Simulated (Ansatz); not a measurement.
All numbers below come from DFT PBE, scalar-relativistic, plane waves, PAW (Ansatz). Settings: cutoff 420 eV, Γ-centred meshes spaced at most about 0.3 Å⁻¹, and about 0.25 Å⁻¹ or finer for metals (2π included), Gaussian smearing. Collinear spin in cells that started with moments and kept them past the coarse steps, no spin elsewhere.

These are static total energies at zero pressure.

Two relaxed structures of Mo₂F₃:

1. (no spin)

```xyz
5
Lattice="2.5877 0.0000 0.0000 0.0000 2.5877 0.0000 0.0000 0.0000 9.9958" Properties=species:S:1:pos:R:3 pbc="T T T"
Mo    1.2938    0.0000    1.9522
Mo    0.0000    1.2938    8.0436
F     0.0000    1.2938    3.4624
F     1.2938    0.0000    6.5335
F     1.2938    1.2938    0.0000
```

2. (site moments Mo 4.0, -2.1 μB)

```xyz
5
Lattice="4.3372 0.0000 0.0000 0.0000 4.3372 0.0000 0.0000 0.0000 4.3372" Properties=species:S:1:pos:R:3 pbc="T T T"
Mo    2.1686    2.1686    2.1686
Mo    0.0000    0.0000    0.0000
F     2.1686    0.0000    0.0000
F     0.0000    2.1686    0.0000
F     0.0000    0.0000    2.1686
```

**Question.** Which is lower in energy, and by how much?

**Answer.** Cell 1 is lower, by 286 meV/atom. Cell 1 has space group P-4m2 (No. 115), 13.4 Å³/atom and no gap on its mesh; cell 2 has space group Pm-3m (No. 221), 16.3 Å³/atom and no gap. Counting F atoms around Mo (those within 1.25 times the shortest such distance or 1.15 times the sum of covalent radii; the shortest distance is added where it is long for a bond; a slash parts the counts of unlike sites), cell 1 has Mo 6 and cell 2 has Mo 6/12 from 3.1 Å. Their magnetic states differ too. In cell 1, around Mo lie 6 F at 2.34–2.37 Å and 4 Mo at 2.59 Å; F on a site of symmetry 2mm is surrounded by 4 Mo at 2.37 Å and 4 F at 2.59 Å; F on a site of symmetry -4m2 has 4 Mo at 2.34 Å and 4 F at 2.59 Å. In cell 2, around Mo on its first site lie 12 F at 3.07 Å (long contacts); around Mo on its second site lie 6 F at 2.17 Å; F has 2 Mo at 2.17 Å, 4 Mo at 3.07 Å and 8 F at 3.07 Å. Both come from invented guesses. A third cell relaxed alike, in P6/mmm, lies 0.39 eV/atom below the lower of the two.

Weakly bound directions are ill-defined at this level, which has no dispersion term (P-4m2), and this can change margins and order among such cells. In P-4m2 an odd number of electrons in the primitive cell allows no gap without spin; a larger cell or a magnetic state could open one. Another magnetic order may lie lower. Cells relaxed within their symmetry can be saddle points.
